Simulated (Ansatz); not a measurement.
Nb$_{3}$Ir (Cu3Au type, space group No. 221) at seven volumes, DFT-PBE in the program Ansatz with PAW potentials, scaled uniformly. One row is withheld.

| V (Å³/atom) | P (GPa) |
|---|---|
| 15.699 | 23.38 |
| 16.217 | 14.38 |
| 16.734 | 6.65 |
| 17.252 | 0.00 |
| 17.770 | ? |
| 18.287 | -10.66 |
| 18.805 | -14.87 |

Q: Fit the shown pressures and predict the withheld one.

A: Third-order Birch–Murnaghan: P = (3/2)B₀(x^(7/2) − x^(5/2))[1 + (3/4)(B′ − 4)(x − 1)] with x = (V₀/V)^(2/3). Least squares on the six rows gives V₀ = 17.252 Å³/atom, B₀ = 205.2 GPa, B′ = 4.01. At V = 17.770, x = 0.9805 and P = -5.72 GPa. The run itself gave -5.73 GPa.

Space group Pm-3m (Cu3Au type). The cell is a constructed one: a structure type filled with these elements; neither database checked (COD, Materials Project) lists it. COD files the formula under space group No. 223. Whether it is the stable phase at ambient conditions was not checked. The cell was relaxed with PBE under the symmetry of its start; whether a distortion lowers the energy is not shown. The run is not spin-polarised. Spin–orbit coupling is left out wherever it is not named.

Potentials: the earlier of the program's two PAW sets.
